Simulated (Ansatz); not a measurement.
Sn (β-Sn type, space group No. 141) under volume change, DFT-PBEsol in the program Ansatz with PAW potentials, shape and atoms relaxed at each volume.

```
V (Å³/atom)  E − E(relaxed) (meV/atom)  P (GPa)
-----------  -------------------------  -------
24.465                            45.9     6.64
25.271                               ?        ?
26.078                             4.5     1.85
26.884                             0.0     0.00
27.691                             4.0    -1.55
28.498                               ?        ?
29.304                            32.4    -3.94
```

Problem. What belongs in the gaps?

Solution. 
- 25.271, E − E(relaxed) (meV/atom): 19.2
- 25.271, P (GPa): 4.04
- 28.498, E − E(relaxed) (meV/atom): 15.2
- 28.498, P (GPa): -2.85

Problem. What does a third-order Birch–Murnaghan fit give for V₀, B₀ and B′?

Solution. V₀ = 26.89 Å³/atom, B₀ = 56.2 GPa, B′ = 4.8.

Space group I4_1/amd (β-Sn type). Symmetry was held in the PBEsol relaxation. Spin–orbit coupling is left out wherever it is not named.

Potentials: the earlier of the program's two PAW sets. The files were generated under PBE; for other functionals the program regenerates the frozen cores, and for LDA and PBEsol the local potential too.
